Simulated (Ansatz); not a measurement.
TaNi₃ in space group I4/mmm (No. 139; Ta on 2a, Ni on 2b, Ni on 4d) at seven volumes, PBEsol (plane waves, PAW; program Ansatz), shape and atoms relaxed at each. One row is withheld.

```tsv
V (Å³/atom)	P (GPa)
10.831	28.66
11.188	17.48
11.545	8.01
11.903	-0.01
12.260	-6.81
12.617	?
12.974	-17.43
```

Task: Fit the shown pressures and predict the withheld one.

Result: Third-order Birch–Murnaghan: P = (3/2)B₀(x^(7/2) − x^(5/2))[1 + (3/4)(B′ − 4)(x − 1)] with x = (V₀/V)^(2/3). Least squares on the six rows gives V₀ = 11.902 Å³/atom, B₀ = 245.5 GPa, B′ = 4.51. At V = 12.617, x = 0.9619 and P = -12.56 GPa. The run itself gave -12.56 GPa.

The workflow started from a Materials Project entry (that database holds measured and hypothetical structures alike); the Crystallography Open Database files this formula in space group No. 139, but the cells were not matched. Whether it is the stable phase at ambient conditions was not checked. The PBEsol relaxation kept the symmetry of its start; its stability against distortions is not shown here. No spin polarisation was allowed. The program gave a warning on the electronic state, which may not be the lowest. Spin–orbit coupling is left out wherever it is not named.

Potentials: the later of the program's two PAW sets.
